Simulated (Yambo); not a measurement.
Material: RbLiZnS2 (space group I-4m2, No. 119); a = b = c = 7.446 Å, α = β = 148.64°, γ = 44.95° (5 atoms in the cell). The geometry is that of Materials Project entry mp-1219554, symmetrised and not relaxed again.

With PBEsol (pw.x of Quantum ESPRESSO, ONCV potentials, without SOC), the gap between the mesh's edge points (Γ → Γ) is 2.309 eV.

### Question
Estimate the G0W0 gap between the same points from Yambo (4×4×4 Γ-centred k mesh, bands 6 to 122 and a 6 Ry block in the screening, 122 bands in G with the Bruneval-Gonze terminator, plasmon pole fitted at 27.2 eV).

### Answer
The correction is 1.649 eV, giving 3.958 eV, 1.7 times the PBEsol value.  Convergence of the G0W0 settings was not tested. 

The structure is a Materials Project entry; no match was found in the copy of COD used, and its stability was not checked.
